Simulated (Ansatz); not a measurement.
Computed with Ansatz, DFT PBEsol, scalar-relativistic, plane waves, PAW.

Structure of Ge$_{3}$Pt$_{2}$:

```xyz
20
Lattice="16.4069 0.0000 0.0000 0.0000 3.3997 0.0000 0.0000 0.0000 6.2079" Properties=species:S:1:pos:R:3 pbc="T T T"
Ge    7.0437    0.8499    5.8430
Ge   12.0067    0.8499    5.2398
Ge    9.3632    2.5498    0.3649
Ge   15.2471    0.8499    3.4688
Ge    6.3512    2.5498    2.5513
Ge   10.0556    0.8499    3.6566
Ge    1.1598    2.5498    2.7390
Ge   12.6036    2.5498    2.1359
Ge    4.4002    2.5498    0.9680
Ge    3.8033    0.8499    4.0720
Ge   14.5547    2.5498    0.5526
Ge    1.8522    0.8499    5.6553
Pt   10.9908    0.8499    1.2954
Pt   16.3059    0.8499    1.2030
Pt    2.7873    0.8499    1.8086
Pt    8.3044    2.5498    4.3069
Pt    8.1025    0.8499    1.9009
Pt   13.6195    2.5498    4.3993
Pt    5.4161    2.5498    4.9125
Pt    0.1009    2.5498    5.0049
```

Plane waves to 420 eV, a k mesh through Γ of 4×10×6 on the computed 20-atom cell and Gaussian smearing (0.10 eV); no spin polarisation.

Levels along Γ–X–S–Y–Γ–Z–U–R–T–Z | X–U | Y–T | S–R, in eV from the Fermi level, sorted by energy at each point. Points in fractions of the primitive reciprocal vectors: Γ (0.000 0.000 0.000), X (0.500 0.000 0.000), S (0.500 0.500 0.000), Y (0.000 0.500 0.000), Z (0.000 0.000 0.500), U (0.500 0.000 0.500), R (0.500 0.500 0.500), T (0.000 0.500 0.500).
| point | k (1/Å, with 2π) | band 154 | band 155 | band 156 | band 157 | band 158 | band 159 | band 160 |
| --- | --- | --- | --- | --- | --- | --- | --- | --- |
| Γ | 0.000 | -0.70 | 0.53 | 1.42 | 1.46 | 1.98 | 1.99 | 2.06 |
| - | 0.038 | -0.69 | 0.54 | 1.40 | 1.43 | 1.81 | 1.99 | 2.06 |
| - | 0.077 | -0.63 | 0.58 | 1.26 | 1.44 | 1.58 | 1.85 | 2.24 |
| - | 0.115 | -0.55 | 0.65 | 1.11 | 1.38 | 1.40 | 1.76 | 2.15 |
| - | 0.153 | -0.47 | 0.73 | 0.97 | 1.26 | 1.31 | 1.79 | 2.01 |
| X | 0.192 | -0.44 | 0.84 | 0.84 | 1.24 | 1.24 | 1.89 | 1.89 |
| - | 0.376 | -0.53 | 0.45 | 0.45 | 1.35 | 1.35 | 1.77 | 1.77 |
| - | 0.561 | -0.68 | 0.02 | 0.02 | 0.45 | 0.45 | 1.59 | 1.59 |
| - | 0.746 | -0.61 | -0.54 | -0.54 | -0.31 | -0.31 | 0.87 | 0.87 |
| - | 0.931 | -1.19 | -0.95 | -0.95 | -0.62 | -0.62 | -0.29 | -0.29 |
| S | 1.116 | -1.33 | -1.33 | -1.33 | -1.02 | -1.02 | -1.02 | -1.02 |
| - | 1.154 | -1.36 | -1.31 | -1.31 | -1.03 | -1.03 | -1.01 | -1.01 |
| - | 1.192 | -1.37 | -1.29 | -1.29 | -1.04 | -1.04 | -1.01 | -1.01 |
| - | 1.230 | -1.37 | -1.28 | -1.28 | -1.06 | -1.06 | -1.00 | -1.00 |
| - | 1.269 | -1.36 | -1.27 | -1.27 | -1.07 | -1.07 | -0.99 | -0.99 |
| Y | 1.307 | -1.35 | -1.27 | -1.27 | -1.08 | -1.08 | -0.99 | -0.99 |
| - | 1.492 | -0.98 | -0.97 | -0.90 | -0.54 | -0.49 | -0.16 | -0.06 |
| - | 1.677 | -0.74 | -0.45 | -0.35 | -0.19 | 0.15 | 0.45 | 1.00 |
| - | 1.861 | -0.38 | -0.18 | -0.15 | -0.13 | 0.96 | 1.14 | 1.59 |
| - | 2.046 | -0.61 | 0.15 | 0.64 | 0.92 | 1.61 | 1.76 | 2.33 |
| Γ | 2.231 | -0.70 | 0.53 | 1.42 | 1.46 | 1.98 | 1.99 | 2.06 |
| - | 2.332 | -0.48 | 0.62 | 1.45 | 1.54 | 1.62 | 2.02 | 2.08 |
| - | 2.433 | -0.07 | 0.88 | 1.20 | 1.45 | 1.77 | 1.94 | 2.15 |
| - | 2.535 | 0.00 | 1.10 | 1.25 | 1.30 | 1.94 | 2.09 | 2.33 |
| - | 2.636 | -0.28 | 1.07 | 1.14 | 1.69 | 2.08 | 2.09 | 2.45 |
| Z | 2.737 | -0.54 | 1.07 | 1.07 | 2.03 | 2.03 | 2.16 | 2.16 |
| - | 2.776 | -0.55 | 1.09 | 1.09 | 2.03 | 2.03 | 2.17 | 2.17 |
| - | 2.814 | -0.58 | 1.17 | 1.17 | 2.00 | 2.00 | 2.19 | 2.19 |
| - | 2.852 | -0.64 | 1.26 | 1.26 | 1.95 | 1.95 | 2.23 | 2.23 |
| - | 2.890 | -0.71 | 1.36 | 1.36 | 1.89 | 1.89 | 2.27 | 2.27 |
| U | 2.929 | -0.76 | 1.41 | 1.41 | 1.85 | 1.85 | 2.26 | 2.26 |
| - | 3.114 | -0.60 | 1.11 | 1.11 | 1.29 | 1.29 | 1.92 | 1.92 |
| - | 3.298 | -0.35 | 0.07 | 0.07 | 0.83 | 0.83 | 1.18 | 1.18 |
| - | 3.483 | -0.36 | -0.09 | -0.09 | 0.19 | 0.19 | 0.52 | 0.52 |
| - | 3.668 | -0.96 | -0.85 | -0.85 | 0.36 | 0.36 | 0.43 | 0.43 |
| R | 3.853 | -1.73 | -1.73 | -1.73 | 0.56 | 0.56 | 0.56 | 0.56 |
| - | 3.891 | -1.74 | -1.73 | -1.73 | 0.51 | 0.51 | 0.61 | 0.61 |
| - | 3.929 | -1.74 | -1.72 | -1.72 | 0.47 | 0.47 | 0.66 | 0.66 |
| - | 3.968 | -1.74 | -1.72 | -1.72 | 0.43 | 0.43 | 0.69 | 0.69 |
| - | 4.006 | -1.73 | -1.71 | -1.71 | 0.41 | 0.41 | 0.70 | 0.70 |
| T | 4.044 | -1.73 | -1.71 | -1.71 | 0.40 | 0.40 | 0.70 | 0.70 |
| - | 4.229 | -1.03 | -0.89 | -0.89 | 0.27 | 0.27 | 0.52 | 0.52 |
| - | 4.414 | -0.23 | -0.03 | -0.03 | 0.14 | 0.14 | 0.26 | 0.26 |
| - | 4.599 | -0.29 | 0.36 | 0.36 | 0.58 | 0.58 | 0.99 | 0.99 |
| - | 4.784 | -0.42 | 0.97 | 0.97 | 1.45 | 1.45 | 1.70 | 1.70 |
| Z | 4.968 | -0.54 | 1.07 | 1.07 | 2.03 | 2.03 | 2.16 | 2.16 |
| X | 4.968 | -0.44 | 0.84 | 0.84 | 1.24 | 1.24 | 1.89 | 1.89 |
| - | 5.069 | -0.45 | 0.93 | 0.93 | 1.14 | 1.14 | 2.07 | 2.07 |
| - | 5.171 | -0.48 | 1.05 | 1.05 | 1.16 | 1.16 | 2.29 | 2.29 |
| - | 5.272 | -0.51 | 1.11 | 1.11 | 1.50 | 1.50 | 2.15 | 2.15 |
| - | 5.373 | -0.60 | 1.31 | 1.31 | 1.91 | 1.91 | 1.92 | 1.92 |
| U | 5.474 | -0.76 | 1.41 | 1.41 | 1.85 | 1.85 | 2.26 | 2.26 |
| Y | 5.474 | -1.35 | -1.27 | -1.27 | -1.08 | -1.08 | -0.99 | -0.99 |
| - | 5.576 | -1.57 | -1.16 | -1.16 | -0.99 | -0.99 | -0.92 | -0.92 |
| - | 5.677 | -1.51 | -1.32 | -1.32 | -0.74 | -0.74 | -0.64 | -0.64 |
| - | 5.778 | -1.57 | -1.50 | -1.50 | -0.41 | -0.41 | -0.10 | -0.10 |
| - | 5.879 | -1.70 | -1.64 | -1.64 | 0.06 | 0.06 | 0.48 | 0.48 |
| T | 5.980 | -1.73 | -1.71 | -1.71 | 0.40 | 0.40 | 0.70 | 0.70 |
| S | 5.980 | -1.33 | -1.33 | -1.33 | -1.02 | -1.02 | -1.02 | -1.02 |
| - | 6.082 | -1.31 | -1.31 | -1.31 | -0.97 | -0.97 | -0.97 | -0.97 |
| - | 6.183 | -1.39 | -1.39 | -1.39 | -0.72 | -0.72 | -0.72 | -0.72 |
| - | 6.284 | -1.58 | -1.58 | -1.58 | -0.27 | -0.27 | -0.27 | -0.27 |
| - | 6.385 | -1.72 | -1.72 | -1.72 | 0.26 | 0.26 | 0.26 | 0.26 |
| R | 6.487 | -1.73 | -1.73 | -1.73 | 0.56 | 0.56 | 0.56 | 0.56 |

Spin-orbit coupling is left out, which matters for the bands of heavy elements.

Cost: 1 run of about 49 core-minutes, on Intel Xeon Processor @ 2.50GHz (Skylake/Cascade Lake) (shared hosts).